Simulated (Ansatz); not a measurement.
GaNi3C (anti-perovskite, Pm-3m) at seven volumes, DFT-r²SCAN in the program Ansatz with PAW potentials, scaled uniformly. One row is withheld.

```csv
V (Å³/atom),P (GPa)
9.562,25.24
9.877,15.38
10.192,7.04
10.507,0.00
10.822,-5.95
11.138,?
11.453,-15.21
```

Q: Fit the shown pressures and predict the withheld one.

A: Third-order Birch–Murnaghan: P = (3/2)B₀(x^(7/2) − x^(5/2))[1 + (3/4)(B′ − 4)(x − 1)] with x = (V₀/V)^(2/3). Least squares on the six rows gives V₀ = 10.507 Å³/atom, B₀ = 215.3 GPa, B′ = 4.62. At V = 11.138, x = 0.9619 and P = -10.98 GPa. The run itself gave -10.97 GPa.

The cell is a constructed one: a structure type filled with these elements; the Crystallography Open Database copy checked does not list it. Whether it is the stable phase at ambient conditions was not checked. Symmetry was held in the r²SCAN relaxation; its stability against distortions is not shown here. The workflow began spin-polarised and lost its moments.

Potentials: the later of the program's two PAW sets.
